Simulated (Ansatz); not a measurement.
Data:

CuPd in space group Cmmm (No. 65; Cu on 2a, Pd on 2c), a = 2.769 Å, b = 4.388 Å, c = 4.222 Å, α = β = γ = 90.00°; the cell used has 2 atoms.

This is the LDA-relaxed structure.

Question: All from DFT-LDA in the program Ansatz with PAW potentials, unless another level is named. Estimate the bulk modulus (Birch–Murnaghan fit).

Answer: 199 GPa.

Question: Predict the highest zone-centre frequency.

Answer: 259 cm⁻¹.

The workflow started from a Materials Project entry (that database holds measured and hypothetical structures alike); the Crystallography Open Database copy checked does not list it. COD files the formula under space group No. 221. With Cu and Pd taken as one species the cell has the higher symmetry I4/mmm, so it may be an ordered model of a mixed-site phase. Whether it is the stable phase at ambient conditions was not checked. The cell was relaxed with LDA under the symmetry of its start. At this level the phase is dynamically unstable (imaginary phonons). The run is not spin-polarised. As this level gives no gap, phonon frequencies hold no LO–TO term and depend on the k-mesh and smearing (Fermi–Dirac, 0.1 eV here). Axis ratios of metals converge slowly with the k-mesh, so a and c are less sure than the volume. On the denser mesh and wider smearing of the elastic run this cell carries a stress of 0.4 GPa.

Potentials: the later of the program's two PAW sets.
